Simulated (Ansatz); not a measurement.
Here is the system:

FeS₂:
Space group Pnnm (No. 58); a = 4.439 Å, b = 5.410 Å, c = 3.390 Å, α = 90.00°, β = 90.00°, γ = 90.00°

```csv
atom,site,symmetry,x,y,z
Fe,2a,..2/m,0.0000,0.0000,0.0000
S,4g,..m,0.2063,0.3752,0.0000
```

This is the PBE-relaxed structure.

**Question.** All from PBE in the plane-wave PAW code Ansatz, unless another level is named. Give the zero-point energy.

**Answer.** 58.2 meV/atom.

**Question.** Next, the vibrational entropy at 300 K?

**Answer.** 18.2 J/(K·mol of atoms).

**Question.** What about the Debye temperature from the elastic constants?

**Answer.** 698 K.

The cell was relaxed with PBE under the symmetry of its start; phonons on a q-mesh show no instability. The workflow began spin-polarised and lost its moments.

Potentials: the later of the program's two PAW sets.
